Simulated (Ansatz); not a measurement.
Zr2C:
Space group P4/nmm, origin choice 1 (No. 129); a = 3.602 Å, b = 3.602 Å, c = 6.903 Å, α = 90.00°, β = 90.00°, γ = 90.00°

```csv
atom,site,symmetry,x,y,z
Zr,2a,-4m2,0.0000,0.0000,0.0000
Zr,2c,4mm,0.5000,0.0000,0.3698
C,2c,4mm,0.0000,0.5000,0.2708
```

Relaxed with PBEsol.

Question: Decompose the optical modes at the zone centre into irreducible representations, and say which are infrared and Raman allowed.

Answer: Point group 4/mmm: Γ_opt = 2A1g + 2A2u + B1g + 3Eg + 2Eu. Infrared: A2u, Eu. Raman: A1g, B1g, Eg.

Question: Assign frequencies (DFPT, plane-wave PAW PBEsol (Ansatz code)).

Answer: Eu 122, B1g 123, Eg 176, A2u 224, Eg 238, Eu 244, A1g 252, Eg 307, A2u 412, A1g 412 cm⁻¹.

Subscripts of B labels follow the axes of the standard setting.

The cell is a constructed one: a structure type filled with these elements; neither database checked (COD, Materials Project) lists it. Whether it is the stable phase at ambient conditions was not checked. The PBEsol relaxation kept the symmetry of its start; whether a distortion lowers the energy is not shown. No spin polarisation was allowed. As this level gives no gap, phonon frequencies hold no LO–TO term and depend on the k-mesh and smearing (Fermi–Dirac, 0.1 eV here).

Potentials: the later of the program's two PAW sets.
